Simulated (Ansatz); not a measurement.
A geometry of ZrO2 away from equilibrium: the start of the relaxation of a relaxed ZrO2 cell shaken by Gaussian noise of σ = 0.08 Å a coordinate. Level of theory: PBE (plane waves to 420 eV, PAW, scalar-relativistic; Ansatz, a program for electronic structure). Γ-centred k-mesh 5×5×7 on the run's cell (coarser than for final values), Fermi–Dirac smearing 0.05 eV.

```xyz
9
Lattice="5.6435 0.0000 0.0000 -2.8218 4.8874 0.0000 0.0000 0.0000 3.3143" Properties=species:S:1:pos:R:3:forces:R:3 pbc="T T T" free_energy=-15969.063 pressure_GPa=9.2
O      1.6130     0.0220    -0.0823   -3.0484   -0.5612    0.4156
O     -0.9173     1.3156     0.0269    4.0735   -0.3860   -0.7111
O      2.1187     3.5994     0.1718    0.1933    0.5649   -2.2860
O      3.4796     0.1337     1.5912   -1.3478   -1.9026    0.7890
O     -1.7206     2.9337     1.6432    0.3223    1.2105    0.3838
O      1.0462     2.0012     1.6203    0.3815   -0.2074    0.4080
Zr     0.0869    -0.0230     1.6115   -1.4355    1.2352    0.7616
Zr     0.1127     3.4304    -0.1070   -1.1306   -4.4376    0.2390
Zr     2.7880     1.5616     0.0089    1.9917    4.4841    0.0002
```

Positions in Å, forces in eV/Å, free energy of the cell in eV (comparable only within this code, potentials and settings). Largest force: 4.91 eV/Å, on Zr9 (atoms numbered as listed); the geometry lies 0.20 eV/atom above the end of its relaxation.

No spin polarisation in the result.

The end of the path is a generated cell of ZrO2: the first start was made by placing the elements on the sites of a structure type, and the end was not matched to a known phase here, so it may be hypothetical. Known forms of ZrO2 include space group No. 14, 137, 225.
